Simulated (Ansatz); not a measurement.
Convergence test, Ge₂Sb₂Te₅

Level of theory: Ansatz, DFT PBE, scalar-relativistic, plane waves, PAW.

```xyz
9
Lattice="6.8391 -3.0660 0.0000 6.8391 3.0660 0.0000 -6.8310 0.0000 6.8476" Properties=species:S:1:pos:R:3 pbc="T T T"
Ge    6.7274    0.0000    0.0756
Ge    2.6055    0.0000    1.2862
Sb   -1.3207    0.0000    2.8579
Sb    8.3181    0.0000    4.0255
Te    1.3918    0.0000    4.0888
Te   -2.7069    0.0000    5.5452
Te    0.0699    0.0000    0.0441
Te    9.5385    0.0000    1.3429
Te    5.4948    0.0000    2.6461
```

The Γ-centred k-mesh is 8×8×6. The occupation rule is Gaussian smearing, 0.01 eV, the spin treatment is unpolarised and the valence charge of the PAW sets is Ge 14, Sb 15, Te 16.

The atoms are held and the plane-wave cutoff is swept. Energies are extrapolated to zero smearing and count from the reference run, 700 eV. The cell isn't necessarily relaxed at this level. Spin–orbit coupling is left out. Pressure is positive in compression and holds a correction for the finite cutoff (Pulay stress).

Times are rough; the reference took 7.3 min on 2 threads of Intel(R) Xeon(R) Processor @ 2.50GHz (Skylake/Cascade Lake) (shared host), peak memory 3.7 GiB.

(1) Tried: 150, 200, 250, 300, 350, 380, 420, 460, 520, 600, 700 eV. From which plane-wave cutoff on does the energy per atom stay within 100, 10 and 1 meV of the reference?

Results:

(1) 300 for 100 meV, 350 for 10 meV, 460 for 1 meV. The reference itself isn't shown to be converged. At 350 eV, where the energy is within 10 meV, force components already agree to within 0.001 eV/Å, where the largest force is 0.153 eV/Å.

```csv
cutoff (eV),ΔE (meV/atom),P (GPa),largest change of a force component (eV/Å),gap on mesh (eV),plane waves at Γ,wall time (s)
150,57104,-3.33,1.612,0.072,1231,71
200,8407,0.85,0.450,0.118,1847,79
250,994,0.13,0.038,0.061,2559,110
300,82.9,-0.06,0.012,0.052,3349,140
350,5.01,-0.07,0.001,0.050,4273,160
380,1.92,-0.07,0.001,0.050,4837,180
420,1.15,-0.07,0.000,0.050,5631,270
460,0.49,-0.07,0.000,0.050,6367,210
520,0.12,-0.07,0.000,0.050,7697,290
600,0.03,-0.07,0.000,0.050,9541,370
700,0.00,-0.07,0.000,0.050,12113,440
```